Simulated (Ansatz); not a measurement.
All numbers below come from Ansatz, DFT PBE, scalar-relativistic, plane waves, PAW. All cells share a 420 eV cutoff and Γ-centred k meshes spaced at most about 0.3 Å⁻¹ (about 0.25 or finer for metals, 2π included). Collinear spin in cells that started with moments and kept them past the coarse steps, no spin elsewhere.

All energies are static (0 K, no zero-point motion). All come from trial cells, and lower structures may exist.

Problem. These unrelaxed guesses for ScSbTe₃ are each relaxed within their symmetry. Order them by the energy at which they end, lowest first.
A.

```cif
data_structure
_symmetry_space_group_name_H-M 'P4/mmm'
_symmetry_Int_Tables_number 123
_cell_length_a 4.0591
_cell_length_b 4.0591
_cell_length_c 9.4606
_cell_angle_alpha 90.000
_cell_angle_beta 90.000
_cell_angle_gamma 90.000
_cell_volume 155.88
loop_
_atom_site_label
_atom_site_type_symbol
_atom_site_symmetry_multiplicity
_atom_site_Wyckoff_symbol
_atom_site_fract_x
_atom_site_fract_y
_atom_site_fract_z
_atom_site_occupancy
Sc1 Sc 1 d 0.50000 0.50000 0.50000 1
Sb1 Sb 1 c 0.50000 0.50000 0.00000 1
Te1 Te 1 b 0.00000 0.00000 0.50000 1
Te2 Te 2 g 0.00000 0.00000 0.87738 1
```

B.

```cif
data_structure
_symmetry_space_group_name_H-M 'Cmmm'
_symmetry_Int_Tables_number 65
_cell_length_a 5.0101
_cell_length_b 8.8239
_cell_length_c 7.8561
_cell_angle_alpha 90.000
_cell_angle_beta 90.000
_cell_angle_gamma 90.000
_cell_volume 347.31
loop_
_atom_site_label
_atom_site_type_symbol
_atom_site_symmetry_multiplicity
_atom_site_Wyckoff_symbol
_atom_site_fract_x
_atom_site_fract_y
_atom_site_fract_z
_atom_site_occupancy
Sc1 Sc 2 c 0.50000 0.00000 0.50000 1
Sb1 Sb 2 b 0.50000 0.00000 0.00000 1
Te1 Te 4 e 0.25000 0.25000 0.00000 1
Te2 Te 2 a 0.00000 0.00000 0.00000 1
```

C.

```cif
data_structure
_symmetry_space_group_name_H-M 'Pm-3m'
_symmetry_Int_Tables_number 221
_cell_length_a 5.5865
_cell_length_b 5.5865
_cell_length_c 5.5865
_cell_angle_alpha 90.000
_cell_angle_beta 90.000
_cell_angle_gamma 90.000
_cell_volume 174.35
loop_
_atom_site_label
_atom_site_type_symbol
_atom_site_symmetry_multiplicity
_atom_site_Wyckoff_symbol
_atom_site_fract_x
_atom_site_fract_y
_atom_site_fract_z
_atom_site_occupancy
Sc1 Sc 1 a 0.00000 0.00000 0.00000 1
Sb1 Sb 1 b 0.50000 0.50000 0.50000 1
Te1 Te 3 c 0.00000 0.50000 0.50000 1
```

D.

```cif
data_structure
_symmetry_space_group_name_H-M 'R3m:H'
_symmetry_Int_Tables_number 160
_cell_length_a 7.5327
_cell_length_b 7.5327
_cell_length_c 9.5619
_cell_angle_alpha 90.000
_cell_angle_beta 90.000
_cell_angle_gamma 120.000
_cell_volume 469.86
loop_
_atom_site_label
_atom_site_type_symbol
_atom_site_symmetry_multiplicity
_atom_site_Wyckoff_symbol
_atom_site_fract_x
_atom_site_fract_y
_atom_site_fract_z
_atom_site_occupancy
Sc1 Sc 3 a 0.33333 0.66667 0.20610 1
Sb1 Sb 3 a 0.33333 0.66667 0.67667 1
Te1 Te 9 b 0.16940 0.83060 0.33753 1
```

Solution. D (ends in R3m, 0 meV/atom), A (ends in P4/mmm, 0.44 eV/atom), B (ends in P6/mmm, 0.82 eV/atom), C (ends in Pm-3m, cubic perovskite type, 0.84 eV/atom).

Spin–orbit coupling, which can matter for Sb and Te, is left out. The magnetic state reached may not be the lowest. Cells relaxed within their symmetry can be saddle points. Some types were kept out of the candidates beforehand, so the set may lack a known form.
